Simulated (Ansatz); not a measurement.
**Elastic constants of GaNi at 5 GPa (stress–strain coefficients): input and output**

Theory: DFT PBEsol, scalar-relativistic, plane waves, PAW (Ansatz 0.2.0).

Launched with:
```bash
ansatz run input.yaml --threads 1 --pin off --max-ram 3072MiB --backend cpu --events-out ev --progress --plain --runs-dir out
```

Input (bare energies are in eV):
```yaml
crystal:
  lattice:
    - [2.8487773299, 0.0, 0.0]
    - [0.0, 2.8487773299, 0.0]
    - [0.0, 0.0, 2.8487773299]
  atoms:
    - { symbol: Ga, position: [0.0, 0.0, 0.0] }
    - { symbol: Ni, position: [0.5, 0.5, 0.5] }
basis:
  ecutwfc: 420
kpoints:
  mp_grid: { grid: [14, 14, 14] }
hamiltonian:
  xc: pbesol
scf:
  occupations: { method: fermi_dirac, width: 0.15 }
output:
  forces: true
  stress: true
  eigenvalues: true
elastic:
  mode: relaxed_ion
  amplitude: 0.005
```

From the output:
```
--- Elastic constants: 2 strain directions × 4 members + reference (group order 48) ---
  dense FFT box of the reference and of every strained cell: 20×20×20
  strains applied: 11, 23; error gains: componentwise 1.00 (the most a stress slope's error grows in a printed constant), spectral 1.73 (1 for all six strains in a standard setting)
  C = ∂σ_k/∂η_j (tension-positive GPa; Voigt order 11 22 33 23 13 12):
       220.976    187.069    187.069     -0.000     -0.000     -0.000
       187.069    220.976    187.069     -0.000     -0.000     -0.000
       187.069    187.069    220.976     -0.000     -0.000     -0.000
         0.000     -0.000      0.000    105.662     -0.000      0.000
         0.000      0.000     -0.000      0.000    105.662      0.000
         0.000     -0.000     -0.000      0.000      0.000    105.662
  reference stress σ⁰ (GPa):     -5.008     -5.008     -5.008      0.000     -0.000      0.000
  C* (energy form; C + prestress term) asymmetry max|C*_kj − C*_jk| = 2.842e-14 GPa — a small one proves nothing (zero by symmetry where the batch's group is 432, −43m or m−3m); a large one is finite-difference/SCF noise where every solve ...
  moduli (Voigt/Reuss/Hill, GPa): K = 198.37/198.37/198.37   G = 70.18/34.16/52.17   E = 143.90   ν = 0.379
  mechanically stable: yes (min eigenvalue of sym C = 33.91 GPa)
  strain η (Voigt 11):  stress-route row diagonal C_11 = 220.98 GPa, energy-path curvature d²(F+E_count+ΔE)/dδ²/Ω₀ = 220.99 GPa
    cells at ±δ against ±2δ: C11 221.09 and 221.44 GPa, apart by 0.16 % of the column's largest entry
         δ    σ_11 (GPa) F (eV) n_scf n_hpsi n_pw
    -1.000e-2      -7.3100       -9549.0136678       8  115224    466   relax 0 steps, max|allowed force component| 9.76e-30 eV/Å
    -5.000e-3      -6.1352       -9549.0185148       5  112941    468   relax 0 steps, max|allowed force component| 5.05e-29 eV/Å
     5.000e-3      -3.9243       -9549.0257500       5  104263    468   relax 0 steps, max|allowed force component| 2.52e-29 eV/Å
     1.000e-2      -2.8813       -9549.0282050       7   93079    470   relax 0 steps, max|allowed force component| 2.96e-31 eV/Å
  strain η (Voigt 23):  stress-route row diagonal C_44 = 105.66 GPa, energy-path curvature d²(F+E_count+ΔE)/dδ²/Ω₀ = 108.23 GPa
    cells at ±δ against ±2δ: C44 105.66 and 105.67 GPa, apart by 0.00 % of the column's largest entry
         δ    σ_23 (GPa) F (eV) n_scf n_hpsi n_pw
    -1.000e-2      -1.0567       -9549.0217524       8  175998    466   relax 0 steps, max|allowed force component| 1.26e-29 eV/Å
    -5.000e-3      -0.5283       -9549.0223365       5  171617    468   relax 0 steps, max|allowed force component| 1.26e-29 eV/Å
     5.000e-3       0.5283       -9549.0223365       5  166204    468   relax 0 steps, max|allowed force component| 1.97e-31 eV/Å
     1.000e-2       1.0567       -9549.0217524       6  140084    466   relax 0 steps, max|allowed force component| 1.26e-29 eV/Å
```

Time: 54 s on 1 thread of Intel(R) Xeon(R) Platinum 8488C (Sapphire Rapids) (shared host), peak memory 0.57 GiB.

In a metal, frequencies and elastic constants depend on the k mesh and the smearing, soft modes and shear constants most. Spin polarisation was left out, and a magnetic state may lie lower. Other phases may be more stable at this pressure.